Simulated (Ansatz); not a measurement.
MoPd:
```xyz
2
Lattice="3.1398 0.0000 0.0000 0.0000 3.1398 0.0000 0.0000 0.0000 3.1398" Properties=species:S:1:pos:R:3 pbc="T T T"
Pd     0.0000     0.0000     0.0000
Mo     1.5699     1.5699     1.5699
```

Relaxed with r²SCAN. Special points in fractions of this cell's reciprocal vectors: Γ (0.000, 0.000, 0.000); X (0.000, 0.500, 0.000); M (0.500, 0.500, 0.000); R (0.500, 0.500, 0.500).

Q: List the band energies nearest the Fermi level at these points for plane-wave PAW r²SCAN (Ansatz code).

A: In eV from the Fermi level; about four levels below and three above (degenerate sets whole), none deeper than 8.9 eV; … stands for higher levels left out; points with the same levels are listed once.

```csv
k,below,above
Γ,-3.37 -3.37 -3.37 -0.16 -0.16,2.35 2.35 2.35
X,-2.43 -0.54 -0.54 -0.23,1.25 3.64 …
M,-4.65 -4.65 -1.89 -1.13,0.39 1.07 1.07
R,-3.07 -3.07 -3.07 -1.83 -1.83,2.65 2.65 7.16
```

Space group Pm-3m (CsCl type). The start of the workflow was typed in or built on a structure type; neither database checked (COD, Materials Project) lists it. Its standing as an ambient phase is unchecked. The cell was relaxed with r²SCAN under the symmetry of its start. At this level the phase is mechanically unstable. The run is not spin-polarised. Its formation energy is positive at this level, so the cell may be metastable or incomplete. Spin–orbit coupling is left out wherever it is not named.

Potentials: the earlier of the program's two PAW sets.
